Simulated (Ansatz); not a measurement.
## Ti3SnO8: phonons across the zone

The calculation used Ansatz 0.2.0, DFT PBE, scalar-relativistic, plane waves, PAW. Settings: 420 eV plane-wave cutoff, Γ-centred 10×4×4 mesh, fixed occupations. No spin polarisation. Phonons by linear response, acoustic sum rule imposed.

The cell, relaxed at this level:
```yaml
crystal:
  lattice:
    - [3.02935, 0.00000, 0.00000]
    - [0.00000, 6.64129, 0.00000]
    - [0.00000, 0.00000, 6.64642]
  atoms:
    - { symbol: Ti, position: [0.00000, 0.00000, 0.00000] }
    - { symbol: Ti, position: [0.00000, 0.50000, 0.50000] }
    - { symbol: Ti, position: [0.50000, 0.50000, 0.00000] }
    - { symbol: Sn, position: [0.50000, 0.00000, 0.50000] }
    - { symbol: O, position: [0.00000, 0.69331, 0.00000] }
    - { symbol: O, position: [0.00000, 0.20499, 0.50000] }
    - { symbol: O, position: [0.50000, 0.50000, 0.69407] }
    - { symbol: O, position: [0.50000, 0.00000, 0.18650] }
    - { symbol: O, position: [0.00000, 0.30669, 0.00000] }
    - { symbol: O, position: [0.00000, 0.79501, 0.50000] }
    - { symbol: O, position: [0.50000, 0.50000, 0.30593] }
    - { symbol: O, position: [0.50000, 0.00000, 0.81350] }
```

The structure comes from a generated guess, relaxed at this level; another structure or a mixture of phases may lie lower. Spin–orbit coupling is left out, which matters for heavy elements. The q mesh is coarse, so values between its points are rough.

Force constants from linear response on a 2×1×1 q mesh.

Question: Is the structure dynamically stable on the q mesh?

Answer: No: at q = (0.000, 0.000, 0.000) a mode is imaginary, 189i cm⁻¹.

Question: Give the frequencies (cm⁻¹) at the zone-boundary points of high symmetry (interpolated where a point lies off the q mesh).

Answer:
| point | q | frequencies |
| --- | --- | --- |
| X | 0.500 0.000 0.000 | 124i 96i 75 106 140 148 149 178 222 251 262 288 291 292 297 319 322 349 373 379 390 394 399 430 444 445 455 492 532 551 560 594 632 654 680 718 |
| S | 0.500 0.500 0.000 | 122i 102i 76 115 140 155 169 202 203 264 267 269 277 285 289 292 312 340 366 380 384 400 402 409 451 456 466 528 551 553 595 615 615 629 680 687 |
| Y | 0.000 0.500 0.000 | 188i 150i 134i 24i 64 93 94 153 175 176 194 213 214 217 274 283 286 311 332 339 360 361 386 399 411 416 474 494 526 529 530 560 718 728 741 787 |
| Z | 0.000 0.000 0.500 | 187i 147i 143i 22i 66 86 92 137 174 185 207 207 239 247 281 284 290 291 318 336 346 364 397 411 412 421 477 487 514 536 538 539 697 728 757 762 |
| U | 0.500 0.000 0.500 | 128i 95i 76 113 138 162 165 211 212 255 264 265 281 295 299 300 320 324 354 386 390 394 401 430 452 488 492 497 516 520 594 598 637 640 654 715 |
| R | 0.500 0.500 0.500 | 128i 102i 76 112 136 162 165 218 239 248 250 265 269 277 304 311 325 326 327 358 359 397 432 435 456 469 504 516 528 592 596 610 624 636 636 678 |
| T | 0.000 0.500 0.500 | 141i 138i 99i 22i 104 164 172 177 194 199 210 214 218 226 228 264 267 268 306 325 341 379 401 410 412 412 489 490 494 523 531 561 711 733 750 763 |
